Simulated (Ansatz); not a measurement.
ZnAu:
```cif
data_AuZn
_chemical_formula_sum 'Au1 Zn1'
_space_group_name_H-M_alt 'Pm-3m'
_space_group_IT_number 221
_space_group_name_Hall '-P 4 2 3'
_cell_length_a 3.12860
_cell_length_b 3.12860
_cell_length_c 3.12860
_cell_angle_alpha 90.000
_cell_angle_beta 90.000
_cell_angle_gamma 90.000
loop_
_atom_site_label
_atom_site_type_symbol
_atom_site_symmetry_multiplicity
_atom_site_Wyckoff_symbol
_atom_site_fract_x
_atom_site_fract_y
_atom_site_fract_z
_atom_site_occupancy
Au1 Au 1 a 0.00000 0.00000 0.00000 1
Zn1 Zn 1 b 0.50000 0.50000 0.50000 1
```

Relaxed with PBEsol.

Which orbitals make up the states near the Fermi level in DFT-PBEsol in the program Ansatz with PAW potentials?

Within 0.5 eV of the Fermi level: Au 6s 20 %, Zn 4s 20 %, Au 5d 13 %, outside the projected shells 45 %. Projections are on Löwdin-orthogonalised atomic valence shells; empty p or d shells of many metals are not among them.

Tabulate the density of states.

States/eV per cell of 2 atoms, in 0.25 eV bins, energy from the Fermi level.

| E (eV) | total | Au 5d | Zn 3d | Zn 4s |
|---|---|---|---|---|
| -7.85 | 10.09 | 1.35 | 8.34 | 0.25 |
| -7.60 | 12.81 | 0.99 | 11.67 | 0.08 |
| -7.35 | 8.97 | 0.35 | 8.33 | 0.16 |
| -7.10 | 2.51 | 0.18 | 2.03 | 0.13 |
| -6.85 | 0.95 | 0.23 | 0.39 | 0.16 |
| -6.60 | 1.78 | 0.75 | 0.59 | 0.27 |
| -6.35 | 1.97 | 0.93 | 0.74 | 0.24 |
| -6.10 | 0.74 | 0.51 | 0.12 | 0.06 |
| -5.85 | 2.00 | 1.42 | 0.27 | 0.11 |
| -5.60 | 4.86 | 3.76 | 0.65 | 0.11 |
| -5.35 | 4.43 | 3.58 | 0.56 | 0.09 |
| -5.10 | 2.79 | 2.40 | 0.24 | 0.02 |
| -4.85 | 3.42 | 3.10 | 0.18 | 0.04 |
| -4.60 | 4.09 | 3.67 | 0.22 | 0.06 |
| -4.35 | 3.28 | 2.90 | 0.17 | 0.08 |
| -4.10 | 4.59 | 4.06 | 0.33 | 0.08 |
| -3.85 | 4.05 | 3.61 | 0.21 | 0.09 |
| -3.60 | 1.28 | 1.02 | 0.05 | 0.09 |
| -3.35 | 1.12 | 0.88 | 0.03 | 0.09 |
| -3.10 | 0.64 | 0.41 | 0.02 | 0.08 |
| -2.85 | 0.36 | 0.14 | 0.02 | 0.07 |
| -2.60 | 0.32 | 0.11 | 0.01 | 0.06 |
| -2.35 | 0.45 | 0.19 | 0.01 | 0.05 |
| -2.10 | 0.75 | 0.31 | 0.01 | 0.06 |
| -1.85 | 0.72 | 0.25 | 0.01 | 0.07 |
| -1.60 | 0.66 | 0.19 | 0.01 | 0.08 |
| -1.35 | 0.61 | 0.15 | 0.01 | 0.09 |
| -1.10 | 0.57 | 0.12 | 0.01 | 0.10 |
| -0.85 | 0.55 | 0.11 | 0.01 | 0.10 |
| -0.60 | 0.53 | 0.09 | 0.01 | 0.10 |
| -0.35 | 0.51 | 0.08 | 0.01 | 0.10 |
| -0.10 | 0.49 | 0.07 | 0.01 | 0.10 |
| 0.15 | 0.47 | 0.06 | 0.01 | 0.10 |
| 0.40 | 0.44 | 0.05 | 0.00 | 0.09 |
| 0.65 | 0.42 | 0.04 | 0.00 | 0.09 |
| 0.90 | 0.41 | 0.04 | 0.00 | 0.09 |
| 1.15 | 0.44 | 0.03 | 0.00 | 0.10 |
| 1.40 | 0.49 | 0.03 | 0.00 | 0.14 |
| 1.65 | 0.51 | 0.03 | 0.01 | 0.14 |
| 1.90 | 0.58 | 0.04 | 0.01 | 0.18 |
| 2.15 | 0.67 | 0.05 | 0.01 | 0.22 |
| 2.40 | 0.73 | 0.05 | 0.01 | 0.24 |
| 2.65 | 0.84 | 0.05 | 0.00 | 0.27 |
| 2.90 | 0.84 | 0.05 | 0.00 | 0.25 |
| 3.15 | 0.77 | 0.04 | 0.00 | 0.20 |
| 3.40 | 0.70 | 0.03 | 0.00 | 0.16 |
| 3.65 | 0.71 | 0.03 | 0.00 | 0.13 |
| 3.90 | 0.72 | 0.02 | 0.00 | 0.11 |
| 4.15 | 0.68 | 0.02 | 0.00 | 0.09 |
| 4.40 | 0.68 | 0.02 | 0.00 | 0.08 |
| 4.65 | 0.68 | 0.02 | 0.00 | 0.06 |

The cell was relaxed with PBEsol under the symmetry of its start; of distortions, only those at the zone centre were tested. Spin–orbit coupling is left out wherever it is not named.

Potentials: the later of the program's two PAW sets.
